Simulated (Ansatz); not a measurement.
GaN:
```
CELL_PARAMETERS angstrom
     -1.41428     1.41428     2.44468
      1.41428    -1.41428     2.44468
      1.41428     1.41428    -2.44468
ATOMIC_POSITIONS crystal
  Ga 0.75621 0.75621 0.00000
  N  0.35879 0.35879 0.00000
```

x, y and z are the axes in which the lattice vectors are written.

Q: Give the high-frequency dielectric tensor and the Born effective charge tensors of the independent atoms from DFPT, DFT-LDA in the program Ansatz with PAW potentials.

A: 
ε∞:
```
7.73  0.00  0.00
0.00  7.73  0.00
0.00  0.00  7.01
```
Z* of atom 1 (Ga), rows: field, columns: displacement, in e:
```
3.46  0.00  0.00
0.00  3.46  0.00
0.00  0.00  2.81
```
Z* of atom 2 (N), rows: field, columns: displacement, in e:
```
-3.46   0.00   0.00
 0.00  -3.46   0.00
 0.00   0.00  -2.81
```

Space group I4mm. The first step of the workflow began from a Materials Project structure, measured or hypothetical; the Crystallography Open Database copy checked does not list it. It is not the phase usual at ambient conditions (space group No. 186, 216). The LDA relaxation kept the symmetry of its start. At this level the phase is dynamically unstable (imaginary phonons). Scalar-relativistic: spin–orbit coupling is off unless named, which matters more the heavier the elements.

Potentials: the later of the program's two PAW sets.
